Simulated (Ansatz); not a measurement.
CsTi₄S₈, first-principles data

CsTi$_{4}$S$_{8}$:
Space group P-3m1 (No. 164); a = 6.837 Å, b = 6.837 Å, c = 8.691 Å, α = 90.00°, β = 90.00°, γ = 120.00°

```json
[
 {"atom": "S", "site": "6i", "symmetry": ".m.", "x": "0.1670", "y": "0.3341", "z": "0.1630"},
 {"atom": "S", "site": "2d", "symmetry": "3m.", "x": "0.6667", "y": "0.3333", "z": "0.1630"},
 {"atom": "Ti", "site": "1a", "symmetry": "-3m.", "x": "0.0000", "y": "0.0000", "z": "0.0000"},
 {"atom": "Ti", "site": "3e", "symmetry": ".2/m.", "x": "0.0000", "y": "0.5000", "z": "0.0000"},
 {"atom": "Cs", "site": "1b", "symmetry": "-3m.", "x": "0.0000", "y": "0.0000", "z": "0.5000"}
]
```

Space group P-3m1 (No. 164); conventional cell a = 6.8374 Å, b = 6.8374 Å, c = 8.6909 Å, α = 90.00°, β = 90.00°, γ = 120.00°.

Method: DFT-r²SCAN+D4 in the program Ansatz with PAW potentials. The cell and atoms are relaxed at this level. Other levels are named where they apply.

**Cell and energy**

* **Volume per atom**: 27.07 Å³
* **Density**: 2.74 g/cm³
* **Formation energy from the elements (no fitted shifts)**: -1.62 eV/atom

**Electronic structure**

- Electronic character = metallic (no gap)
- Density of states at the Fermi level = 0.42 states/eV per atom (mean over ±0.08 eV)
- Gap with spin–orbit coupling = none (metallic)

**Charges**

- Bader charges: S -1.04 to -1.01, Ti +1.83 to +1.84, Cs +0.88 e

The cell is a constructed one: a structure type filled with these elements; neither database checked (COD, Materials Project) lists it. Its standing as an ambient phase is unchecked. The cell was relaxed with r²SCAN+D4 under the symmetry of its start; its stability against distortions is not shown here. No spin polarisation was allowed. With an odd number of electrons in the cell and no spin polarisation, the count alone makes it a metal. The references are the lowest solids computed at this level, not always the standard phases. Scalar-relativistic: spin–orbit coupling is off unless named, which matters more the heavier the elements.

Potentials: the later of the program's two PAW sets.
